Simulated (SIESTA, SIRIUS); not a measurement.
Given: the input of a run of SIESTA 5.4.2 on AlSn. The cell comes from a database or a generator and needn't be the stable form of this composition.

File AlSn.fdf:

```
SystemName                      AlSn
SystemLabel                     AlSn
NumberOfSpecies                 2
NumberOfAtoms                   2
%block ChemicalSpeciesLabel
  1  50 Sn
  2  13 Al
%endblock ChemicalSpeciesLabel

LatticeConstant                 1.0 Ang
%block LatticeVectors
     4.1981056157     0.0000000000     0.0000000000
    -2.0990528078     3.6356661109     0.0000000000
     0.0000000000     0.0000000000     3.3068470000
%endblock LatticeVectors
AtomicCoordinatesFormat         Fractional
%block AtomicCoordinatesAndAtomicSpecies
     0.3333333333     0.6666666667     0.5000000000  1  Sn
     0.0000000000     0.0000000000     0.0000000000  2  Al
%endblock AtomicCoordinatesAndAtomicSpecies

%block kgrid.MonkhorstPack
    7   0   0  0.0
    0   7   0  0.0
    0   0   8  0.0
%endblock kgrid.MonkhorstPack
XC.Functional                   GGA
XC.Authors                      PBEsol
PAO.BasisSize                   DZP
PAO.EnergyShift                 0.003 Ry
Mesh.Cutoff                     500 Ry
OccupationFunction              FD
ElectronicTemperature           0.05 eV
MaxSCFIterations                120
SCF.MustConverge                false
SCF.Mixer.Method                Pulay
SCF.Mixer.Weight                0.25
SCF.Mixer.History               8
SCF.DM.Tolerance                5.0e-05
SCF.H.Tolerance                 1.0e-03 eV
WriteForces                     true
Charge.Mulliken                 end
%block PAO.Basis
  Sn 4
  n=5 0 2
    6.406 0.000
  n=5 1 2
    8.599 0.000
  n=4 2 2
    3.767 0.000
  n=5 2 1
    8.599
%endblock PAO.Basis
```

Potentials or basis: PseudoDojo 0.4 standard (PBEsol files), converted to PSML, two zetas on semicore shells, DZP (energy shift 0.003 Ry; two zetas on semicore shells).

The run is started by

```sh
$ siesta < AlSn.fdf > AlSn.out 2>&1
```

Task: Translate it to SIRIUS 7.10.0. Potentials or basis there: PseudoDojo 0.4.1 PBEsol standard (scalar relativistic), cutoff 983 eV.

Result: As run (cutoffs and basis follow the program's own potentials, and thresholds, step limits or extra output files can differ):

sirius.json

```json
{
  "control": {
    "processing_unit": "cpu",
    "verbosity": 2,
    "num_bands_to_print": 16,
    "print_forces": true,
    "print_stress": true
  },
  "parameters": {
    "electronic_structure_method": "pseudopotential",
    "xc_functionals": ["XC_GGA_X_PBE_SOL", "XC_GGA_C_PBE_SOL"],
    "gk_cutoff": 8.5,
    "pw_cutoff": 17.0,
    "ngridk": [7, 7, 8],
    "shiftk": [0, 0, 0],
    "smearing": "fermi_dirac",
    "smearing_width": 0.0018374661,
    "num_bands": 16,
    "num_mag_dims": 0,
    "num_dft_iter": 100,
    "energy_tol": 1e-08,
    "density_tol": 1e-06
  },
  "iterative_solver": {
    "type": "davidson",
    "min_tolerance": 1e-09,
    "tolerance_scale": [0.1, 0.25]
  },
  "mixer": {
    "type": "anderson",
    "beta": 0.7,
    "max_history": 8
  },
  "settings": {
    "tol_ne": 1e-10,
    "pseudo_grid_cutoff": 6.5
  },
  "unit_cell": {
    "lattice_vectors": [
      [7.933269855926, 0.0, 0.0],
      [-3.966634927869, 6.870413230184, 0.0],
      [0.0, 0.0, 6.24903516604]
    ],
    "atom_coordinate_units": "lattice",
    "atom_types": ["Sn", "Al"],
    "atom_files": {
      "Al": "Al.json",
      "Sn": "Sn.json"
    },
    "atoms": {
      "Sn": [
        [0.3333333333, 0.6666666667, 0.5]
      ],
      "Al": [
        [0.0, 0.0, 0.0]
      ]
    }
  }
}
```

Potentials or basis: PseudoDojo 0.4.1 PBEsol standard (scalar relativistic).

Run with:

```sh
$ upf_to_json Al.upf
$ upf_to_json Sn.upf
$ OMP_NUM_THREADS=1 sirius.scf --input=sirius.json --output=out.json --task=0
```

Both were run:

|  | SIESTA | SIRIUS |
| --- | --- | --- |
| Pressure | -1.5 GPa | -1.8 GPa |

Pressure is positive in compression.
